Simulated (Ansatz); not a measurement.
Li:
```cif
data_Li2
_chemical_formula_sum 'Li2'
_space_group_name_H-M_alt 'Im-3m'
_space_group_IT_number 229
_space_group_name_Hall '-I 4 2 3'
_cell_length_a 3.43433
_cell_length_b 3.43433
_cell_length_c 3.43433
_cell_angle_alpha 90.000
_cell_angle_beta 90.000
_cell_angle_gamma 90.000
loop_
_atom_site_label
_atom_site_type_symbol
_atom_site_symmetry_multiplicity
_atom_site_Wyckoff_symbol
_atom_site_fract_x
_atom_site_fract_y
_atom_site_fract_z
_atom_site_occupancy
Li1 Li 2 a 0.00000 0.00000 0.00000 1
```
(The calculation used a cell of 1 atom; values per cell refer to that cell.)

Relaxed with PBEsol.

**Question.** Which orbitals make up the states near the Fermi level in DFT-PBEsol in the program Ansatz with PAW potentials?

**Answer.** Within 0.5 eV of the Fermi level: Li 2s 62 %, outside the projected shells 37 %. Projections are on Löwdin-orthogonalised atomic valence shells; empty p or d shells of many metals are not among them.

**Question.** Tabulate the density of states.

**Answer.** States/eV per cell of 1 atom, in 0.25 eV bins, energy from the Fermi level.

| E (eV) | total | Li 2s | Li 1s |
|---|---|---|---|
| -3.70 | 0.00 | 0.00 | 0.00 |
| -3.45 | 0.07 | 0.06 | 0.01 |
| -3.20 | 0.13 | 0.12 | 0.01 |
| -2.95 | 0.17 | 0.16 | 0.01 |
| -2.70 | 0.20 | 0.19 | 0.01 |
| -2.45 | 0.23 | 0.21 | 0.01 |
| -2.20 | 0.25 | 0.24 | 0.01 |
| -1.95 | 0.27 | 0.26 | 0.01 |
| -1.70 | 0.29 | 0.28 | 0.00 |
| -1.45 | 0.32 | 0.30 | 0.00 |
| -1.20 | 0.34 | 0.31 | 0.00 |
| -0.95 | 0.36 | 0.33 | 0.00 |
| -0.70 | 0.38 | 0.33 | 0.00 |
| -0.45 | 0.41 | 0.34 | 0.00 |
| -0.20 | 0.44 | 0.33 | 0.00 |
| 0.05 | 0.49 | 0.31 | 0.00 |
| 0.30 | 0.59 | 0.28 | 0.00 |
| 0.55 | 0.54 | 0.22 | 0.00 |
| 0.80 | 0.48 | 0.17 | 0.00 |
| 1.05 | 0.42 | 0.13 | 0.00 |
| 1.30 | 0.37 | 0.09 | 0.00 |
| 1.55 | 0.31 | 0.07 | 0.00 |
| 1.80 | 0.26 | 0.04 | 0.00 |
| 2.05 | 0.20 | 0.03 | 0.00 |
| 2.30 | 0.13 | 0.02 | 0.00 |
| 2.55 | 0.11 | 0.01 | 0.00 |
| 2.80 | 0.13 | 0.01 | 0.00 |
| 3.05 | 0.20 | 0.02 | 0.00 |
| 3.30 | 0.66 | 0.30 | 0.01 |
| 3.55 | 0.71 | 0.29 | 0.01 |
| 3.80 | 0.59 | 0.19 | 0.01 |
| 4.05 | 0.53 | 0.13 | 0.00 |
| 4.30 | 0.48 | 0.09 | 0.00 |
| 4.55 | 0.45 | 0.07 | 0.00 |
| 4.80 | 0.43 | 0.05 | 0.00 |

The cell was relaxed with PBEsol under the symmetry of its start; phonons on a q-mesh show no instability.

Potentials: the earlier of the program's two PAW sets.
